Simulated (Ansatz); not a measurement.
Data sheet: Y₂CN₂O₂ (DFT)

Y₂CN₂O₂:
```yaml
crystal:
  lattice:
    - [3.70768, 0.00000, 0.00000]
    - [-1.85384, 3.21094, 0.00000]
    - [0.00000, 0.00000, 8.18025]
  atoms:
    - { symbol: Y, position: [0.33333, 0.66667, 0.67743] }
    - { symbol: Y, position: [0.66667, 0.33333, 0.32257] }
    - { symbol: C, position: [0.00000, 0.00000, 0.00000] }
    - { symbol: N, position: [0.00000, 0.00000, 0.14997] }
    - { symbol: N, position: [0.00000, 0.00000, 0.85003] }
    - { symbol: O, position: [0.33333, 0.66667, 0.39671] }
    - { symbol: O, position: [0.66667, 0.33333, 0.60329] }
```

Space group P-3m1 (No. 164); conventional cell a = b = 3.7077 Å, c = 8.1803 Å, α = β = 90.00°, γ = 120.00°.

Method: plane-wave PAW r²SCAN (Ansatz code). Geometry: relaxed at this level of theory. Other levels are named where they apply.

### Cell and energy

* **Volume per atom**: 13.91 Å³
* **Density**: 4.26 g/cm³
* **Formation energy from the elements (no fitted shifts)**: -2.39 eV/atom

### Electronic structure

- Band gap = 4.37 eV (smallest direct gap 4.38 eV)
- Valence-band maximum = off the standard path, at k = (-0.057, 0.000, 0.099) in fractions of the reciprocal vectors
- Conduction-band minimum = at Γ
- Electron effective mass = 0.63, 0.63, 1.3 mₑ (principal values)
- Electron effective mass with spin–orbit coupling = 0.63, 0.63, 1.3 mₑ (principal values)
- Hole effective mass = 1.8, 2.7, 4.9 mₑ (principal values)
- Hole effective mass with spin–orbit coupling = 5.4, 5.4, 10 mₑ (principal values)
- HSE06 gap on the r²SCAN cell = 5.21 eV
- Gap with spin–orbit coupling = 4.37 eV

### Mechanics

Bulk modulus (Birch–Murnaghan fit): 129 GPa
Pressure derivative B′: 4.4

### Charges

- Bader charges: Y +2.22, C +1.76, N -1.67, O -1.43 e

The workflow started from a Materials Project entry (that database holds measured and hypothetical structures alike); the Crystallography Open Database copy checked does not list it. Its standing as an ambient phase is unchecked. The cell was relaxed with r²SCAN under the symmetry of its start; its stability against distortions is not shown here. The run is not spin-polarised. The references are the lowest solids computed at this level, not always the standard phases (solids in place of the gases). Spin–orbit coupling is left out wherever it is not named.

Potentials: the later of the program's two PAW sets.
